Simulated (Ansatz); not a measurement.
## CoSn₃: from a starting cell to a relaxed one

The relaxed structure here is a generated cell of CoSn3: the first start was made by placing the elements on the sites of a structure type, and the end was not matched to a known phase here, so it may be hypothetical.

The start is a generated cell, CoSn3 placed in the AFLOW prototype A3B_cI8_229_b_a (as in H3S). Cell shape, volume and atoms are optimised at zero target pressure with PBE (plane waves to 420 eV, PAW, scalar-relativistic; Ansatz, a first-principles code). The first steps use a coarse 8×8×8 k-mesh.

Input geometry:
```
CELL_PARAMETERS angstrom
     -2.74437     2.74437     2.74437
      2.74437    -2.74437     2.74437
      2.74437     2.74437    -2.74437
ATOMIC_POSITIONS crystal
  Sn 0.00000 0.50000 0.50000
  Sn 0.50000 0.50000 0.00000
  Sn 0.50000 0.00000 0.50000
  Co 0.00000 0.00000 0.00000
```
Spin-polarised start, with parallel moments on Co.

### Question
How large is the pressure on the unrelaxed cell, and of which sign?

### Answer
+13.2 GPa (positive: the cell is compressed).

### Question
How does the volume per atom move from start to end?

### Answer
+17.6 %, from 20.67 to 24.31 Å³/atom.

### Question
How do the shortest distances between atoms change?

### Answer
The closest pairs of elements (up to four, under 3.6 Å), start → end: Sn–Sn 2.74 → 2.90 Å; Co–Sn 2.74 → 2.90 Å.

### Question
Is the relaxed structure metallic? Give its gap.

### Answer
No gap (metallic).

### Question
Give the final cell and atomic positions.

### Answer

Space group Im-3m (No. 229); a = 5.7940 Å, b = 5.7940 Å, c = 5.7940 Å, α = 90.00°, β = 90.00°, γ = 90.00°

```csv
atom,site,symmetry,x,y,z
Sn,6b,4/mm.m,0.0000,0.0000,0.5000
Co,2a,m-3m,0.0000,0.0000,0.0000
```
(The calculation used a cell of 4 atoms; values per cell refer to that cell.)

The space group stays Im-3m (No. 229) (the run could not lower it); the end is AFLOW prototype A3B_cI8_229_b_a (as in H3S), with 4 atoms in the primitive magnetic cell. Final values are on a 11×11×11 k-mesh of the relaxed cell. Spin state reached: ferromagnetic (net 0.36 μB/atom), from parallel starting moments; other spin orders were not run from this start.

The run could not lose the symmetry of its start: the end is stationary, and may be a saddle point rather than a minimum.

All atoms sit on sites fixed by symmetry, so only the cell could relax.
